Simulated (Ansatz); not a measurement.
HfGa in space group Pbcm (No. 57; Pearson symbol oP24), r²SCAN in the plane-wave PAW code Ansatz, all energies at zero smearing, with the estimated change up to a 700 eV cutoff added, with one set of potentials and settings (totals compare only within such a set). Cell of 24 atoms (12 Hf, 12 Ga): -234293.795 eV.

| element | reference phase | E (eV/atom) |
|---|---|---|
| Hf | P6_3/mmc, 2 atoms in the cell | -15733.0631 |
| Ga | Cmce, 4 atoms in the cell | -3790.2689 |

Formation energy per atom, worked out: (-234293.795 − 12×(-15733.0631) − 12×(-3790.2689))/24 = -0.575 eV/atom (-56 kJ per mol of atoms), at 0 K, without zero-point energy or fitted corrections.

The workflow started from a Materials Project entry (that database holds measured and hypothetical structures alike); the Crystallography Open Database files this formula in space group No. 57, but the cells were not matched. Its standing as an ambient phase is unchecked. Symmetry was held in the r²SCAN relaxation; whether a distortion lowers the energy is not shown. The run is not spin-polarised. The references are the lowest solids computed at this level, not always the standard phases. Scalar-relativistic: spin–orbit coupling is off unless named, which matters more the heavier the elements.

Potentials: the later of the program's two PAW sets.
